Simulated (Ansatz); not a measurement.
Geometry optimisation in Ansatz: input, command and trajectory.

```yaml
crystal:
  lattice:
    - [5.1843491795, 0.0, 0.0]
    - [0.0, 3.0807131503, 0.0]
    - [0.0, 0.0, 5.7955856024]
  atoms:
    - { symbol: Fe, position: [0.9995879313, 0.75, 0.2017407816], spin: 0.41 }
    - { symbol: Fe, position: [0.0004120687, 0.25, 0.7982592184], spin: 0.41 }
    - { symbol: Fe, position: [0.5004120687, 0.25, 0.7017407816], spin: 0.41 }
    - { symbol: Fe, position: [0.4995879313, 0.75, 0.2982592184], spin: 0.41 }
    - { symbol: P, position: [0.8086815774, 0.75, 0.5677343654] }
    - { symbol: P, position: [0.1913184226, 0.25, 0.4322656346] }
    - { symbol: P, position: [0.6913184226, 0.25, 0.0677343654] }
    - { symbol: P, position: [0.3086815774, 0.75, 0.9322656346] }
basis:
  ecutwfc: 420
kpoints:
  mp_grid: { grid: [8, 12, 6] }
hamiltonian:
  xc: pbesol
scf:
  occupations: { method: gaussian, width: 0.1 }
output:
  forces: true
  stress: true
  eigenvalues: true
  populations: true
  write_density: true
  write_potential: true
  elf: true
  volumetric_format: npy
magnetization:
  spin_polarized: true
relax:
  adjacent_minimum: "off"
  f_tol: 0.01
  max_steps: 30
  cell: { stress_tol: 0.1, fix: [volume] }
```

```bash
ansatz run input.yaml --threads 2 --pin off --max-ram 5120MiB --backend cpu --events-out ev --progress --plain --runs-dir out
```

Computed with Ansatz 0.2.0, DFT PBEsol, scalar-relativistic, plane waves, PAW.

The volume is held at 1.06 times that of the relaxed cell.

Of 6 frames 5 are shown, positions in Å and forces in eV/Å; the SCF threshold varies from step to step. Steps run on the plane waves of an earlier cell, with a Pulay correction in the pressure. The basis is chosen afresh for the last frame, the zero of the energies, and at times for earlier ones too; energy and pressure step there, also at an unchanged geometry. The mark taken_back stands on steps that the optimiser undid.

```xyz
8
Lattice="5.1843 0.0000 0.0000 0.0000 3.0807 0.0000 0.0000 0.0000 5.7956" Properties=species:S:1:pos:R:3:forces:R:3 pbc="T T T" step=1 free_energy_over_end_meV_per_atom=0.51 pressure_GPa=-12.17
Fe    5.1822    2.3105    1.1692    0.0527    0.0000    0.0515
Fe    0.0021    0.7702    4.6264   -0.0527    0.0000   -0.0515
Fe    2.5943    0.7702    4.0670   -0.0527    0.0000    0.0515
Fe    2.5900    2.3105    1.7286    0.0527    0.0000   -0.0515
P     4.1925    2.3105    3.2904   -0.0734    0.0000    0.0221
P     0.9919    0.7702    2.5052    0.0734    0.0000   -0.0221
P     3.5840    0.7702    0.3926    0.0734    0.0000    0.0221
P     1.6003    2.3105    5.4030   -0.0734    0.0000   -0.0221
8
Lattice="5.1756 0.0000 0.0000 0.0000 3.0919 0.0000 0.0000 0.0000 5.7844" Properties=species:S:1:pos:R:3:forces:R:3 pbc="T T T" step=2 free_energy_over_end_meV_per_atom=0.10 pressure_GPa=-11.86
Fe    5.1753    2.3189    1.1699    0.0403    0.0000   -0.0066
Fe    0.0003    0.7730    4.6145   -0.0403    0.0000    0.0066
Fe    2.5881    0.7730    4.0621   -0.0403    0.0000   -0.0066
Fe    2.5875    2.3189    1.7223    0.0403    0.0000    0.0066
P     4.1818    2.3189    3.2876   -0.0265    0.0000    0.0024
P     0.9938    0.7730    2.4968    0.0265    0.0000   -0.0024
P     3.5816    0.7730    0.3954    0.0265    0.0000    0.0024
P     1.5940    2.3189    5.3891   -0.0265    0.0000   -0.0024
8
Lattice="5.1723 0.0000 0.0000 0.0000 3.0962 0.0000 0.0000 0.0000 5.7800" Properties=species:S:1:pos:R:3:forces:R:3 pbc="T T T" step=3 free_energy_over_end_meV_per_atom=0.02 pressure_GPa=-11.72
Fe    5.1748    2.3222    1.1692    0.0217    0.0000   -0.0124
Fe   -0.0025    0.7741    4.6107   -0.0217    0.0000    0.0124
Fe    2.5836    0.7741    4.0592   -0.0217    0.0000   -0.0124
Fe    2.5887    2.3222    1.7207    0.0217    0.0000    0.0124
P     4.1773    2.3222    3.2864   -0.0026    0.0000    0.0017
P     0.9950    0.7741    2.4935    0.0026    0.0000   -0.0017
P     3.5811    0.7741    0.3965    0.0026    0.0000    0.0017
P     1.5912    2.3222    5.3835   -0.0026    0.0000   -0.0017
8
Lattice="5.1700 0.0000 0.0000 0.0000 3.0949 0.0000 0.0000 0.0000 5.7851" Properties=species:S:1:pos:R:3:forces:R:3 pbc="T T T" step=4 free_energy_over_end_meV_per_atom=0.02 pressure_GPa=-11.68 taken_back
Fe    5.1786    2.3212    1.1688   -0.0133    0.0000    0.0129
Fe   -0.0086    0.7737    4.6163    0.0133    0.0000   -0.0129
Fe    2.5764    0.7737    4.0614    0.0133    0.0000    0.0129
Fe    2.5936    2.3212    1.7237   -0.0133    0.0000   -0.0129
P     4.1759    2.3212    3.2908   -0.0109    0.0000   -0.0078
P     0.9941    0.7737    2.4943    0.0109    0.0000    0.0078
P     3.5791    0.7737    0.3983    0.0109    0.0000   -0.0078
P     1.5909    2.3212    5.3868   -0.0109    0.0000    0.0078
8
Lattice="5.1723 0.0000 0.0000 0.0000 3.0959 0.0000 0.0000 0.0000 5.7806" Properties=species:S:1:pos:R:3:forces:R:3 pbc="T T T" step=6 free_energy_over_end_meV_per_atom=0.00 pressure_GPa=-11.69
Fe    5.1779    2.3219    1.1688    0.0033    0.0000   -0.0020
Fe   -0.0056    0.7740    4.6118   -0.0033    0.0000    0.0020
Fe    2.5806    0.7740    4.0591   -0.0033    0.0000   -0.0020
Fe    2.5917    2.3219    1.7215    0.0033    0.0000    0.0020
P     4.1772    2.3219    3.2874   -0.0011    0.0000    0.0005
P     0.9951    0.7740    2.4932    0.0011    0.0000   -0.0005
P     3.5813    0.7740    0.3971    0.0011    0.0000    0.0005
P     1.5910    2.3219    5.3835   -0.0011    0.0000   -0.0005
```

It took 2.5 min on 2 threads of Intel(R) Xeon(R) 6975P-C (Granite Rapids), with other jobs on the host, peak memory 1.1 GiB.

The state reached may not be the lowest one. The program reads another magnetic order as possibly lower.